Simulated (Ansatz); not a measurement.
Mo$_{2}$N:
```
CELL_PARAMETERS angstrom
      1.43963     0.83117     4.99506
     -1.43963     0.83117     4.99506
      0.00000    -1.66234     4.99506
ATOMIC_POSITIONS crystal
  Mo 0.24285 0.24285 0.24285
  Mo 0.75715 0.75715 0.75715
  N  0.00000 0.00000 0.00000
```

Relaxed with r²SCAN. Special points in fractions of this cell's reciprocal vectors: Γ (0.000, 0.000, 0.000); T (0.500, 0.500, 0.500); H2 (0.815, 0.185, 0.500); H0 (0.500, -0.185, 0.185); L (0.500, 0.000, 0.000); S0 (0.343, -0.343, 0.000); S2 (0.657, 0.000, 0.343); F (0.500, 0.000, 0.500).

Problem. List the band energies nearest the Fermi level at these points for the program Ansatz at the r²SCAN with spin–orbit coupling level (PAW).

Solution. In eV from the Fermi level; about four levels below and three above (degenerate sets whole), none deeper than 8.9 eV; points with the same levels are listed once.

```json
[
 {"k": "Γ", "below": "-1.45 -1.45 -0.53 -0.53", "above": "0.62 0.62 0.65 0.65"},
 {"k": "T", "below": "-0.45 -0.45 -0.41 -0.41", "above": "0.26 0.26 1.26 1.26"},
 {"k": "H2", "below": "-2.33 -2.33 -0.50 -0.50", "above": "0.45 0.45 2.18 2.18"},
 {"k": "L", "below": "-1.20 -1.20 -0.38 -0.38", "above": "2.85 2.85 3.06 3.06"},
 {"k": "S0", "below": "-2.42 -2.42 -0.56 -0.56", "above": "0.47 0.47 2.16 2.16"},
 {"k": "F", "below": "-2.97 -2.97 -1.01 -1.01", "above": "0.12 0.12 1.64 1.64"}
]
```

Space group R-3m. The workflow started from a Materials Project entry (that database holds measured and hypothetical structures alike); the Crystallography Open Database copy checked does not list it. COD files the formula under space group No. 141. Its standing as an ambient phase is unchecked. The r²SCAN relaxation kept the symmetry of its start; whether a distortion lowers the energy is not shown. No spin polarisation was allowed. With an odd number of electrons in the cell and no spin polarisation, the count alone makes it a metal.

Potentials: the later of the program's two PAW sets.
